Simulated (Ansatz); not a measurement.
SiS2 in space group P2_1/c (No. 14; Si on 4e, S on 4e, S on 4e), DFT-r²SCAN+D4 in the program Ansatz with PAW potentials, all energies at zero smearing, with the estimated change up to a 700 eV cutoff added, with one set of potentials and settings (totals compare only within such a set). Cell of 12 atoms (4 Si, 8 S): -9813.134 eV.

```json
[
 {"element": "Si", "reference phase": "Fd-3m, 2 atoms in the cell", "E (eV/atom)": "-639.1856"},
 {"element": "S", "reference phase": "P2/c, 32 atoms in the cell", "E (eV/atom)": "-905.9104"}
]
```

Formation energy per atom, worked out: (-9813.134 − 4×(-639.1856) − 8×(-905.9104))/12 = -0.759 eV/atom (-73 kJ per mol of atoms), at 0 K, without zero-point energy or fitted corrections.

The first step of the workflow began from a Materials Project structure, measured or hypothetical; the Crystallography Open Database copy checked does not list it. COD files the formula under space group No. 72, 122, so this cell is another polymorph or a model. Its standing as an ambient phase is unchecked. The r²SCAN+D4 relaxation kept the symmetry of its start; its stability against distortions is not shown here. The references are the lowest solids computed at this level, not always the standard phases.

Potentials: the later of the program's two PAW sets.
